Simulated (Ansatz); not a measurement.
Below is a relaxed structure of MgCd3Te4. The cell was found from a structure generator's guess, not taken from experiment.

Theory: DFT PBE, scalar-relativistic, plane waves, PAW (Ansatz). Cutoff 420 eV, Γ-centred mesh, Gaussian smearing, no spin polarisation.

```
Mg Cd Te
1.0
     4.66058    0.00000    0.00000
    -2.33029    4.03618    0.00000
     0.00000    0.00000   15.23766
Mg Cd Te
1 3 4
Direct
  0.33333 0.66667 0.49728
  0.33333 0.66667 0.99894
  0.66667 0.33333 0.25137
  0.66667 0.33333 0.74716
  0.33333 0.66667 0.18732
  0.33333 0.66667 0.68291
  0.66667 0.33333 0.43967
  0.66667 0.33333 0.93537
```

The zero of energy is the elements' standard structures at the same level; no fitted shifts are applied.

(1) Find its symmetry and describe it.

(2) How far does it lie from the elements in energy?

(3) Is it a metal?

## Answers

(1) P3m1 (No. 156), with Mg and Cd ordered on wurtzite sites. Conventional cell: a = 4.661 Å, c = 15.238 Å. Mg has 4 Te at 2.83 Å; around Cd on its first site lie 4 Te at 2.86–2.87 Å; Cd on its second site is surrounded by 4 Te at 2.86–2.87 Å; Te on its first site has 4 Cd at 2.86–2.87 Å; 4 more sites not described.

(2) −0.564 eV/atom. It lies below the elements, which doesn't yet make it stable against other compounds or structures.

(3) No, the gap on the 6×6×2 mesh is 0.90 eV.

The last run used a 6×6×2 mesh (in the run's order of axes) for its 8-atom cell and Gaussian smearing of 0.02 eV. Spin–orbit coupling, which can matter for Te, is left out. Kohn–Sham gaps at this level usually fall short of measured ones. The missing spin–orbit coupling can work the other way here. The reference form of Te is held partly by dispersion forces, which this level lacks. Symmetry constrained the relaxation, so the result can be a saddle point.
